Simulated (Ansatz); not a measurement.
LiH (rock salt)

```
LiH
1.0
    0.00000     1.98998     1.98998
    1.98998     0.00000     1.98998
    1.98998     1.98998     0.00000
Li H
1 1
Direct
  0.00000   0.00000   0.00000
  0.50000   0.50000   0.50000
```

The slice is a {100} plane (indices of the conventional cell) through the point (0.000, 0.000, 0.000) (fractional), spanned by u = [100] and v = [0 1 -1] in vectors of this cell: u (2.81 Å) and v (2.81 Å, at 90° to u). It covers one period; positions are fractions (u, v).

Level of theory: PBEsol (plane waves to 420 eV, PAW, scalar-relativistic; Ansatz, a quantum-chemistry and plane-wave program). k mesh 14×14×14. These are valence fields of a PAW run, semicore shells included where kept as valence: close to a nucleus they are smooth pseudo fields. LiH was relaxed with its symmetry unable to fall.

Task: What is the ELF at the density minimum of the shortest Li–H line in this plane (1.99 Å)?

Result: 0.0.

Task: What is the valence density on the shortest Li–H line in this plane (1.99 Å), at its minimum between the atoms?

Result: 0.11 e/Å³.

Task: Predict the map of the electron localisation function (ELF) on the slice.

Result: 
```tsv
v \ u	0.00	0.10	0.20	0.30	0.40	0.50	0.60	0.70	0.80	0.90
0.90	x	x	0.08	0.04	0.25	0.35	0.25	0.04	0.08	x
0.80	0.24	0.08	0.03	0.34	0.85	0.91	0.85	0.34	0.03	0.08
0.70	0.02	0.04	0.34	0.93	0.99	1.00	0.99	0.93	0.34	0.04
0.60	0.10	0.25	0.85	0.99	x	x	x	0.99	0.85	0.25
0.50	0.14	0.35	0.91	1.00	x	x	x	1.00	0.91	0.35
0.40	0.10	0.25	0.85	0.99	x	x	x	0.99	0.85	0.25
0.30	0.02	0.04	0.34	0.93	0.99	1.00	0.99	0.93	0.34	0.04
0.20	0.24	0.08	0.03	0.34	0.85	0.91	0.85	0.34	0.03	0.08
0.10	x	x	0.08	0.04	0.25	0.35	0.25	0.04	0.08	x
0.00	x	x	0.24	0.02	0.10	0.14	0.10	0.02	0.24	x
```

Values: electron localisation function (ELF). Points within 0.4 Å of a nucleus are blanked (x), as the pseudised field means little there.
